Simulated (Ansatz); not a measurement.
Data:

SiO2:
```xyz
6
Lattice="2.8363 0.0000 0.0000 0.0000 2.8363 0.0000 0.0000 0.0000 9.6792" Properties=species:S:1:pos:R:3 pbc="T T T"
Si     0.0000     0.0000     0.0000
Si     1.4181     1.4181     4.8396
O      0.0000     1.4181     0.8573
O      0.0000     1.4181     5.6969
O      1.4181     0.0000     3.9823
O      1.4181     0.0000     8.8219
```

This is the PBE-relaxed structure.

Task: All from PBE (plane waves, PAW; program Ansatz), unless another level is named. Predict the electron effective mass.

Result: 0.43, 0.43, 0.75 mₑ (principal values).

Task: Give the smallest direct gap on the standard path.

Result: 5.34 eV.

Task: Next, the weight of the valence-edge state by species (Voronoi cells)?

Result: O 97 %, Si 3 %.

Space group P4_2/nmc. The cell is a constructed one: a structure type filled with these elements; neither database checked (COD, Materials Project) lists it. It is not the phase usual at ambient conditions (space group No. 92, 152, 154). Symmetry was held in the PBE relaxation; whether a distortion lowers the energy is not shown.

Potentials: the later of the program's two PAW sets.
